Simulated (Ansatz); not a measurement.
Simulated powder pattern, Cu Kα, λ = 1.54184 Å (kinematic, ideal powder, no thermal factors, no anomalous dispersion; the 30 strongest lines at most, above 1 %, up to 2θ = 90°):

```json
[
 {"2θ (°)": "21.50", "I/Imax (%)": "3.4"},
 {"2θ (°)": "24.86", "I/Imax (%)": "92"},
 {"2θ (°)": "24.93", "I/Imax (%)": "100"},
 {"2θ (°)": "29.76", "I/Imax (%)": "3.2"},
 {"2θ (°)": "32.33", "I/Imax (%)": "2.7"},
 {"2θ (°)": "41.19", "I/Imax (%)": "25"},
 {"2θ (°)": "41.19", "I/Imax (%)": "96"},
 {"2θ (°)": "41.35", "I/Imax (%)": "25"},
 {"2θ (°)": "48.65", "I/Imax (%)": "16"},
 {"2θ (°)": "48.69", "I/Imax (%)": "12"},
 {"2θ (°)": "48.75", "I/Imax (%)": "32"},
 {"2θ (°)": "48.86", "I/Imax (%)": "29"},
 {"2θ (°)": "59.56", "I/Imax (%)": "7.1"},
 {"2θ (°)": "59.79", "I/Imax (%)": "16"},
 {"2θ (°)": "65.62", "I/Imax (%)": "9.9"},
 {"2θ (°)": "65.64", "I/Imax (%)": "5.8"},
 {"2θ (°)": "65.71", "I/Imax (%)": "13"},
 {"2θ (°)": "65.91", "I/Imax (%)": "6.3"},
 {"2θ (°)": "74.97", "I/Imax (%)": "7.1"},
 {"2θ (°)": "75.07", "I/Imax (%)": "16"},
 {"2θ (°)": "75.09", "I/Imax (%)": "7.1"},
 {"2θ (°)": "75.30", "I/Imax (%)": "16"},
 {"2θ (°)": "80.39", "I/Imax (%)": "3.4"},
 {"2θ (°)": "80.46", "I/Imax (%)": "3.6"},
 {"2θ (°)": "80.61", "I/Imax (%)": "6.4"},
 {"2θ (°)": "80.71", "I/Imax (%)": "2.7"},
 {"2θ (°)": "80.75", "I/Imax (%)": "7.0"},
 {"2θ (°)": "89.41", "I/Imax (%)": "2.7"},
 {"2θ (°)": "89.43", "I/Imax (%)": "9.3"},
 {"2θ (°)": "89.85", "I/Imax (%)": "2.7"}
]
```

The pattern belongs to a structure relaxed with PBE in the plane-wave PAW code Ansatz.

Q: Which compound is it?
A. ZnGaNO, Pna2_1 (Zn on 4a, Ga on 4a, O on 4a, N on 4a)
B. ZnInGaO4, R3m (Pearson symbol hR7)
C. In3GaSbAs3, Pmm2 (Pearson symbol oP8)
D. AlZnInO4, R3m (Pearson symbol hR7)

A: C, In3GaSbAs3, Pmm2 (Pearson symbol oP8)

Q: Give the lattice parameters.

A: a = 4.367 Å, b = 4.384 Å, c = 12.418 Å.

The start of the workflow was typed in or built on a structure type; neither database checked (COD, Materials Project) lists it. Its standing as an ambient phase is unchecked. The PBE relaxation kept the symmetry of its start; its stability against distortions is not shown here. Spin–orbit coupling is left out wherever it is not named.

Potentials: the earlier of the program's two PAW sets.
